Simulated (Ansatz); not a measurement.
Input:

SrHfN2:
```
CELL_PARAMETERS angstrom
      1.64555     0.95006     5.81560
     -1.64555     0.95006     5.81560
      0.00000    -1.90012     5.81560
ATOMIC_POSITIONS crystal
  Sr 0.00000 0.00000 0.00000
  Hf 0.50000 0.50000 0.50000
  N  0.23314 0.23314 0.23314
  N  0.76686 0.76686 0.76686
```

This is the LDA-relaxed structure. Cartesian axes are those of the cell as given.

Task: All from the program Ansatz at the LDA level (PAW), unless another level is named. Give the Young's modulus.

Result: 312 GPa.

Task: Next, the highest zone-centre frequency (without LO–TO term)?

Result: 616 cm⁻¹.

Task: What about the elastic constants (relaxed ions, GPa)?

Result: C11 = 356, C12 = 85.4, C13 = 86.3, C14 = 19.5, C33 = 383, C44 = 120.

Space group R-3m. The workflow started from a Materials Project entry (that database holds measured and hypothetical structures alike); the Crystallography Open Database copy checked does not list it. Its standing as an ambient phase is unchecked. The cell was relaxed with LDA under the symmetry of its start; of distortions, only those at the zone centre were tested. No spin polarisation was allowed. Scalar-relativistic: spin–orbit coupling is off unless named, which matters more the heavier the elements.

Potentials: the later of the program's two PAW sets.
